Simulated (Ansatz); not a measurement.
Does relaxation matter for the field gradients of Ca₂Al₉Pt₃?

Start: a measured structure from the Crystallography Open Database (COD).

```
Ca Al Pt
1.0
     6.55245   -3.80835    0.00000
     6.55245    3.80835    0.00000
     0.00000    0.00000    9.47880
Ca Al Pt
4 18 6
Direct
  0.00374 0.67034 0.25000
  0.99626 0.32966 0.75000
  0.67034 0.00374 0.75000
  0.32966 0.99626 0.25000
  0.00019 0.33499 0.07560
  0.99981 0.66501 0.57560
  0.33499 0.00019 0.92440
  0.66501 0.99981 0.42440
  0.99981 0.66501 0.92440
  0.00019 0.33499 0.42440
  0.66501 0.99981 0.07560
  0.33499 0.00019 0.57560
  0.65980 0.54540 0.25000
  0.34020 0.45460 0.75000
  0.54540 0.65980 0.75000
  0.45460 0.34020 0.25000
  0.66730 0.33270 0.55660
  0.33270 0.66730 0.05660
  0.33270 0.66730 0.44340
  0.66730 0.33270 0.94340
  0.87000 0.13000 0.25000
  0.13000 0.87000 0.75000
  0.32952 0.32952 0.00000
  0.67048 0.67048 0.50000
  0.67048 0.67048 0.00000
  0.32952 0.32952 0.50000
  0.00000 0.00000 0.00000
  0.00000 0.00000 0.50000
```

Sites (sets of like atoms) are named by element and the number of their first atom in this list.

Level of theory: DFT, PBE, plane waves and PAW, scalar-relativistic, 420 eV cutoff, Γ-centred 5×5×4 k-points, Fermi–Dirac smearing 0.05 eV (Ansatz 0.2.0).

The largest force at the start is 0.10 eV/Å. Relaxing the ions at fixed cell moves them by 0.013 Å at most (atom 12, Al) and 0.009 Å rms. End positions:

```
CELL_PARAMETERS angstrom
6.55245 -3.80835 0.00000
6.55245 3.80835 0.00000
0.00000 0.00000 9.47880
ATOMIC_POSITIONS crystal
Ca 0.00365 0.67035 0.25000
Ca 0.99635 0.32965 0.75000
Ca 0.67035 0.00365 0.75000
Ca 0.32965 0.99635 0.25000
Al 0.00003 0.33473 0.07699
Al 0.99997 0.66527 0.57699
Al 0.33473 0.00003 0.92301
Al 0.66527 0.99997 0.42301
Al 0.99997 0.66527 0.92301
Al 0.00003 0.33473 0.42301
Al 0.66527 0.99997 0.07699
Al 0.33473 0.00003 0.57699
Al 0.65977 0.54537 0.25000
Al 0.34023 0.45463 0.75000
Al 0.54537 0.65977 0.75000
Al 0.45463 0.34023 0.25000
Al 0.66732 0.33268 0.55777
Al 0.33268 0.66732 0.05777
Al 0.33268 0.66732 0.44223
Al 0.66732 0.33268 0.94223
Al 0.86898 0.13102 0.25000
Al 0.13102 0.86898 0.75000
Pt 0.32905 0.32905 0.00000
Pt 0.67095 0.67095 0.50000
Pt 0.67095 0.67095 0.00000
Pt 0.32905 0.32905 0.50000
Pt 0.00000 0.00000 0.00000
Pt 0.00000 0.00000 0.50000
```

```csv
site,atom,moved (Å),first shell before,first shell after,V_zz before (10²¹ V/m²),η before
Ca,1,0.001,"11 Al at 3.04–3.18 Å, 6 Pt at 3.43–3.47 Å","11 Al at 3.03–3.18 Å, 6 Pt at 3.43–3.47 Å",-0.14,0.57
Al5,5,0.013,"3 Pt at 2.58–2.64 Å, 6 Al at 2.76–3.31 Å, 3 Ca at 3.04–3.09 Å","3 Pt at 2.58–2.64 Å, 6 Al at 2.75–3.28 Å, 3 Ca at 3.03–3.10 Å",1.92,0.22
Al13,13,0.000,"2 Pt at 2.57 Å, 8 Al at 2.69–3.31 Å, 2 Ca at 3.08–3.18 Å","2 Pt at 2.57 Å, 8 Al at 2.69–3.32 Å, 2 Ca at 3.08–3.18 Å",1.56,0.80
Al17,17,0.011,"3 Pt at 2.59–2.63 Å, 8 Al at 2.77–3.31 Å, 2 Ca at 3.09 Å; also 1 Al at 3.67 Å","3 Pt at 2.59–2.63 Å, 8 Al at 2.77–3.32 Å, 2 Ca at 3.08 Å; also 1 Al at 3.64 Å",3.11,0.11
Al21,21,0.008,"2 Pt at 2.57 Å, 8 Al at 2.74–3.29 Å, 2 Ca at 3.11 Å","2 Pt at 2.57 Å, 6 Al at 2.73–2.75 Å",1.48,0.93
Pt23,23,0.006,8 Al at 2.57–2.63 Å,8 Al at 2.57–2.64 Å,2.70,0.30
Pt27,27,0.000,8 Al at 2.57–2.64 Å,8 Al at 2.57–2.64 Å,2.63,0.21
```

Q: What are V_zz and η after the relaxation?

A: 

```json
{"site": "Ca", "atom": "1", "V_zz after": "-0.13", "η after": "0.55", "change of V_zz": "+0.01"}
{"site": "Al5", "atom": "5", "V_zz after": "1.88", "η after": "0.23", "change of V_zz": "-0.04"}
{"site": "Al13", "atom": "13", "V_zz after": "1.52", "η after": "0.82", "change of V_zz": "-0.04"}
{"site": "Al17", "atom": "17", "V_zz after": "3.04", "η after": "0.12", "change of V_zz": "-0.07"}
{"site": "Al21", "atom": "21", "V_zz after": "1.42", "η after": "0.93", "change of V_zz": "-0.06"}
{"site": "Pt23", "atom": "23", "V_zz after": "2.60", "η after": "0.23", "change of V_zz": "-0.10"}
{"site": "Pt27", "atom": "27", "V_zz after": "2.70", "η after": "0.12", "change of V_zz": "+0.07"}
```

The largest change of V_zz is on Pt23, from 2.70 to 2.60. In per cent, |V_zz| changes by -2 on Al, -4 to +3 on Pt (all sites that start above 2).

The run finds no gap above 0.1 eV (a metal, or nearly one), so the gradients can move by 10 % or more with the k-mesh. Spin–orbit coupling is left out, which shifts gradients on Pt by a few per cent in wide-gap crystals, and can shift them far more where the calculated gap is small or absent, as here.
